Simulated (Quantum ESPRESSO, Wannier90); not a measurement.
# LiNbF6 (R-3), plane waves to Wannier functions

```
LiNbF6
1.0
   -2.55732     4.42940     0.00000
   -5.11463     0.00000     0.00000
   -2.55732     1.47647     4.55700
Li Nb F
1 1 6
Direct
  0.50000   0.50000   0.50000
  0.00000   0.00000   0.00000
  0.36355   0.75325   0.75505
  0.63645   0.24675   0.24495
  0.75325   0.12815   0.75505
  0.24675   0.87185   0.24495
  0.12815   0.36355   0.75505
  0.87185   0.63645   0.24495
```

Structure: Materials Project mp-1078799, symmetrised, not relaxed again. Not found in the COD (Crystallography Open Database) copy used; not checked further. Method: PBEsol plane waves in Quantum ESPRESSO 7.5 (PseudoDojo norm-conserving files, 68 Ry, spinors with spin-orbit coupling), Bloch states on a 4×4×4 mesh through Γ, Wannier90 4.0.1. Density: 8×8×8 mesh, Gaussian smearing 0.01 Ry.

The plane-wave run has 102 bands and 58 electrons a cell. On the energy scale of pw.x, whose zero is arbitrary, the valence-band maximum lies at 0.32 eV.

Isolated groups of bands, relative to the valence-band maximum (bands from 65 on overlap up to the last one computed):

| bands | from (eV) | to (eV) | filling | weight on atomic waves |
|---|---|---|---|---|
| 1–2 | -53.57 | -53.57 | filled | Nb 4s 97 % |
| 3–4 | -39.53 | -39.53 | filled | Li 1s 99 % |
| 5–6 | -31.27 | -31.27 | filled | Nb 4p 95 % |
| 7–10 | -29.25 | -29.24 | filled | Nb 4p 93 %, F 2s 4 % |
| 11–16 | -20.02 | -19.67 | filled | F 2s 86 %, Nb 4d 8 % |
| 17–22 | -19.24 | -18.89 | filled | F 2s 94 %, Nb 4p 4 % |
| 23–26 | -3.72 | -3.15 | filled | F 2p 77 %, Nb 4d 18 % |
| 27–58 | -2.93 | 0.00 | filled | F 2p 93 %, Nb 4d 5 % |
| 59–64 | 5.28 | 5.55 | empty | Nb 4d 70 %, F 2p 25 % |

Input w.win, without the blocks of cell, atoms and k-points (64 lines):

```
num_bands = 80
num_wann = 46
exclude_bands = 1-22
spinors = true
num_iter = 1000
conv_tol = 1.0e-6
conv_window = 4
dis_num_iter = 1000
dis_conv_tol = 1.0e-6
dis_froz_max = 11.10
write_hr = true
write_u_matrices = true
begin projections
f=-0.00674,-0.00337,0.01035: d
f=0.36429,-0.24911,-0.23521: p
f=-0.36280,0.24794,0.23498: p
f=-0.24098,0.12235,-0.25235: p
f=0.24859,-0.12485,0.23419: p
f=0.12309,0.35576,-0.23685: p
f=-0.11944,-0.35928,0.24036: p
end projections
mp_grid = 4 4 4
```

wannier90.x stops with:
```
dis_windows: More states in the frozen window than target WFs
```
At some k-point more bands lie below dis_froz_max than there are Wannier functions, and every frozen state has to fit into the subspace. Mended as below, all else unchanged, the run goes through (Ω_I = 28.2 Å²) and follows the plane-wave bands to 0.2 meV rms (states up to 6.3 eV relative to the valence-band maximum).
```
dis_froz_max = 7.10
```
